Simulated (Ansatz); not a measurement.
AlPt:
```yaml
crystal:
  lattice:
    - [0.00000, 2.54033, 2.54033]
    - [2.54033, 0.00000, 2.54033]
    - [2.54033, 2.54033, 0.00000]
  atoms:
    - { symbol: Pt, position: [0.00000, 0.00000, 0.00000] }
    - { symbol: Al, position: [0.50000, 0.50000, 0.50000] }
```

Relaxed with PBEsol. Special points in fractions of this cell's reciprocal vectors: Γ (0.000, 0.000, 0.000); X (0.500, 0.000, 0.500); U (0.625, 0.250, 0.625); K (0.375, 0.375, 0.750); L (0.500, 0.500, 0.500); W (0.500, 0.250, 0.750).

Task: List the band energies nearest the Fermi level at these points for PBEsol (plane waves, PAW; program Ansatz).

Result: In eV from the Fermi level; about four levels below and three above (degenerate sets whole), none deeper than 8.9 eV; … stands for higher levels left out; points with the same levels are listed once.

```tsv
k	below	above
Γ	-3.50 -3.50 -3.50 -3.38 -3.38	5.70 5.70 5.70
X	-2.79 -1.84 -1.84 -0.76	1.58 1.58 …
U	-3.43 -2.06 -1.78 -0.28	0.59 3.28 …
L	-4.22 -4.22 -2.19 -2.19 -1.13	6.76 6.76 …
W	-4.17 -4.17 -4.00 -1.83 -1.40	0.25 0.25 1.76
```

Space group Fm-3m (rock salt). The start of the workflow was typed in or built on a structure type; neither database checked (COD, Materials Project) lists it. Whether it is the stable phase at ambient conditions was not checked. Symmetry was held in the PBEsol relaxation; whether a distortion lowers the energy is not shown. No spin polarisation was allowed. Spin–orbit coupling is left out wherever it is not named.

Potentials: the earlier of the program's two PAW sets. The files were generated under PBE; for other functionals the program regenerates the frozen cores, and for LDA and PBEsol the local potential too.
